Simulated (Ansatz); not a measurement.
Relaxed MgS (rock salt):

```
MgS
1.0
    0.00000     5.22970     5.22970
    2.61485     2.61485     5.22970
    2.61485     2.61485     0.00000
S Mg
2 2
Direct
  0.00000   0.00000   0.00000
  0.50000   0.00000   0.00000
  0.00000   0.50000   0.50000
  0.50000   0.50000   0.50000
```

The atoms are displaced by Q × the pattern below (from a DFPT mode at X = (0.5, 0.5, 0.0), largest move 1; Q in Å), at fixed cell. (q is in reciprocal vectors of the primitive cell; the cell shown is doubled to hold the pattern.)

| atom | x | y | z |
|---|---|---|---|
| S1 | 0.000 | 0.000 | -0.449 |
| S2 | 0.000 | 0.000 | 0.449 |
| Mg3 | 0.000 | 0.000 | -1.000 |
| Mg4 | 0.000 | 0.000 | 1.000 |

Level of theory: PBE (plane waves to 420 eV, PAW, scalar-relativistic; Ansatz, a program for electronic structure). k mesh 11×11×11 (Γ-centred), Fermi-Dirac smearing 0.05 eV. Energies are smeared free energies. MgS was relaxed with its symmetry unable to fall. ΔE is measured from the undisplaced structure.

| Q (Å) | ΔE (eV/cell) |
|---|---|
| -0.180 | 0.1247 |
| -0.120 | 0.0546 |
| -0.060 | 0.0135 |
| 0.000 | 0.0000 |
| 0.060 | 0.0135 |
| 0.120 | 0.0546 |
| 0.180 | 0.1247 |

Task: Which DFPT wavenumber at X = (0.5, 0.5, 0.0) belongs to this mode?
A) 182 cm⁻¹
B) 252 cm⁻¹
C) 292 cm⁻¹
D) 126 cm⁻¹

Result: A, 182 cm⁻¹. The curvature of the scan gives 182 cm⁻¹

(For displaced atoms, the force is minus the slope of the energy, and its curvature is a force constant, which sets phonon frequencies.)
